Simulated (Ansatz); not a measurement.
Theory: Ansatz, DFT r2SCAN, scalar-relativistic, plane waves, PAW.

Structure of Li2Pd:

```xyz
3
Lattice="4.2273 0.0000 0.0000 -2.1137 3.6609 0.0000 0.0000 0.0000 2.6773" Properties=species:S:1:pos:R:3 pbc="T T T"
Li    0.0000    2.4406    1.3386
Li    2.1137    1.2203    1.3386
Pd    0.0000    0.0000    0.0000
```

Plane waves to 500 eV, a k mesh through Γ of 12×12×16 on the computed 3-atom cell and Gaussian smearing (0.10 eV); no spin polarisation.

Levels along Γ–M–K–Γ–A–L–H–A | L–M | H–K, in eV from the Fermi level, sorted by energy at each point. Points in fractions of the primitive reciprocal vectors: Γ (0.000 0.000 0.000), M (0.500 0.000 0.000), K (0.333 0.333 0.000), A (0.000 0.000 0.500), L (0.500 0.000 0.500), H (0.333 0.333 0.500).
```
point k (1/Å, with 2π) band 10  band 11  band 12  band 13  band 14  band 15  band 16
    Γ             0.000    -3.23    -1.19    -1.19     4.23     4.23     5.96     5.96
    -             0.123    -3.19    -1.19    -1.19     3.69     3.84     6.34     6.43
    -             0.245    -3.11    -1.20    -1.19     2.69     3.13     6.85     7.35
    -             0.368    -2.97    -1.22    -1.19     1.63     2.43     7.16     8.44
    -             0.490    -2.80    -1.24    -1.20     0.60     1.80     7.31     9.62
    -             0.613    -2.62    -1.25    -1.20    -0.36     1.29     7.39    10.86
    -             0.736    -2.48    -1.26    -1.22    -1.20     0.95     7.42    12.12
    M             0.858    -2.04    -1.90    -1.27    -1.20     0.82     7.43    12.95
    -             0.929    -2.05    -1.84    -1.27    -1.21     0.78     7.50    12.74
    -             1.000    -2.09    -1.72    -1.26    -1.21     0.64     7.70    12.32
    -             1.071    -2.16    -1.55    -1.26    -1.21     0.43     8.01    11.87
    -             1.141    -2.25    -1.36    -1.26    -1.22     0.18     8.40    11.47
    -             1.212    -2.36    -1.25    -1.23    -1.15    -0.11     8.80    11.17
    -             1.283    -2.47    -1.25    -1.24    -0.92    -0.40     9.13    11.06
    K             1.354    -2.53    -1.24    -1.24    -0.67    -0.67     9.24    11.27
    -             1.495    -2.31    -1.25    -1.23    -1.02    -0.12     8.99    10.54
    -             1.637    -2.33    -1.25    -1.22    -0.71     0.51     8.58     9.82
    -             1.778    -2.60    -1.24    -1.21     0.14     1.22     8.18     9.09
    -             1.920    -2.87    -1.23    -1.20     1.22     2.01     7.75     8.31
    -             2.061    -3.07    -1.21    -1.19     2.39     2.87     7.21     7.42
    -             2.203    -3.19    -1.19    -1.19     3.56     3.73     6.48     6.49
    Γ             2.345    -3.23    -1.19    -1.19     4.23     4.23     5.96     5.96
    -             2.512    -3.18    -1.36    -1.36     4.50     4.50     6.00     6.00
    -             2.680    -3.07    -1.80    -1.80     5.20     5.20     6.13     6.13
    -             2.847    -2.90    -2.32    -2.32     6.20     6.20     6.34     6.34
    -             3.015    -2.70    -2.70    -2.22     5.86     6.62     6.62     7.38
    -             3.183    -2.51    -2.51    -1.17     4.29     6.95     6.95     8.35
    -             3.350    -2.37    -2.37     0.00     2.87     7.24     7.24     8.14
    A             3.518    -2.33    -2.33     0.87     1.93     7.36     7.36     8.07
    -             3.640    -2.34    -2.31     0.90     1.90     7.37     7.39     7.95
    -             3.763    -2.37    -2.26     1.00     1.84     7.38     7.44     7.46
    -             3.886    -2.37    -2.19     1.13     1.72     6.54     7.40     7.55
    -             4.008    -2.23    -2.12     1.27     1.53     5.59     7.41     7.65
    -             4.131    -2.04    -1.86     1.26     1.40     4.81     7.43     7.74
    -             4.253    -1.99    -1.45     0.94     1.49     4.33     7.43     7.69
    L             4.376    -1.97    -1.26     0.77     1.52     4.17     7.43     7.59
    -             4.447    -1.98    -1.26     0.81     1.52     4.14     7.34     7.43
    -             4.518    -2.02    -1.26     0.92     1.54     4.03     6.87     7.43
    -             4.588    -2.08    -1.25     1.10     1.56     3.83     6.42     7.43
    -             4.659    -2.15    -1.25     1.35     1.58     3.54     6.07     7.43
    -             4.730    -2.23    -1.24     1.61     1.64     3.17     5.85     7.43
    -             4.801    -2.30    -1.23     1.62     1.97     2.75     5.74     7.43
    H             4.872    -2.36    -1.23     1.63     2.34     2.34     5.71     7.43
    -             5.013    -2.29    -1.28     1.60     1.71     3.19     5.82     7.43
    -             5.155    -2.33    -1.52     1.45     1.51     4.14     6.18     7.42
    -             5.296    -2.48    -1.86     1.37     1.51     5.18     6.79     7.42
    -             5.438    -2.44    -2.10     1.20     1.67     6.26     7.40     7.58
    -             5.579    -2.38    -2.23     1.03     1.81     7.26     7.38     7.48
    -             5.721    -2.34    -2.30     0.91     1.90     7.37     7.40     7.90
    A             5.862    -2.33    -2.33     0.87     1.93     7.36     7.36     8.07
    L             5.862    -1.97    -1.26     0.77     1.52     4.17     7.43     7.59
    -             6.030    -1.99    -1.34     0.68     0.80     4.91     6.20     7.64
    -             6.198    -2.06    -1.60    -0.40     0.43     4.88     6.16     8.23
    -             6.365    -2.19    -2.15    -1.28     0.09     3.71     7.09     9.14
    -             6.533    -2.53    -2.25    -1.67    -0.30     2.69     7.39    10.29
    -             6.700    -2.34    -1.98    -1.88    -0.69     1.81     7.44    11.58
    -             6.868    -2.12    -2.00    -1.46    -1.05     1.13     7.43    12.84
    M             7.036    -2.04    -1.90    -1.27    -1.20     0.82     7.43    12.95
    H             7.036    -2.36    -1.23     1.63     2.34     2.34     5.71     7.43
    -             7.203    -2.38    -1.33     0.95     2.19     2.19     6.53     7.67
    -             7.371    -2.43    -1.62    -0.31     1.80     1.80     8.25     8.33
    -             7.539    -2.48    -2.19    -1.38     1.30     1.30     9.22     9.22
    -             7.706    -2.40    -2.40    -1.94     0.75     0.75     9.93    10.15
    -             7.874    -2.27    -2.05    -2.05     0.20     0.20     9.56    10.85
    -             8.042    -2.46    -1.58    -1.58    -0.33    -0.33     9.32    11.18
    K             8.209    -2.53    -1.24    -1.24    -0.67    -0.67     9.24    11.27
```

Cost: 1 run of about 2 core-minutes, on Intel Xeon Processor @ 2.50GHz (Skylake/Cascade Lake) (shared hosts).